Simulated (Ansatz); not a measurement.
The relaxed structure here is a generated cell of WSe2: the first start was made by placing the elements on the sites of a structure type, and the end was not matched to a known phase here, so it may be hypothetical. Known forms of WSe2 include space group No. 194.

One starting cell of WSe₂ (a generated trial cell of WSe2 in the AFLOW prototype A2B_tI12_141_e_a (C5, as in TiO2)) was relaxed twice with Ansatz (plane waves, PAW, scalar-relativistic): with PBEsol at 420 eV and with PBE at 420 eV. The PBEsol result:

```cif
data_Se4W2
_chemical_formula_sum 'Se4 W2'
_space_group_name_H-M_alt 'P 1'
_space_group_IT_number 1
_cell_length_a 5.77711
_cell_length_b 5.77711
_cell_length_c 5.77711
_cell_angle_alpha 128.917
_cell_angle_beta 128.917
_cell_angle_gamma 75.144
loop_
_space_group_symop_operation_xyz
  'x, y, z'
loop_
_atom_site_label
_atom_site_type_symbol
_atom_site_fract_x
_atom_site_fract_y
_atom_site_fract_z
_atom_site_occupancy
Se1 Se 0.28005 0.28005 0.00000 1
Se2 Se 0.46995 0.96995 0.50000 1
Se3 Se 0.71995 0.71995 0.00000 1
Se4 Se 0.03005 0.53005 0.50000 1
W1 W 0.75000 0.25000 0.50000 1
W2 W 0.00000 0.00000 0.00000 1
```

```json
[
 {"quantity": "space group", "PBEsol": "I4₁/amd", "PBE": "I4₁/amd"},
 {"quantity": "volume (Å³/atom)", "PBEsol": "18.94", "PBE": "…"},
 {"quantity": "a (Å)", "PBEsol": "4.982", "PBE": "…"},
 {"quantity": "c (Å)", "PBEsol": "9.158", "PBE": "…"},
 {"quantity": "gap (eV, no spin-orbit coupling)", "PBEsol": "0.00", "PBE": "…"}
]
```

### Question
Fill in the PBE column.

### Answer

- volume (Å³/atom), PBE: 20.30
- a (Å), PBE: 5.045
- c (Å), PBE: 9.570
- gap (eV, no spin-orbit coupling), PBE: 0.00

Both levels end in the same structure; PBE's volume is 7.2 % larger. Neither column is exact.

No spin polarisation in the result.

The run could not lose the symmetry of its start, so the end can be a saddle point.

Ansatz is a first-principles code.
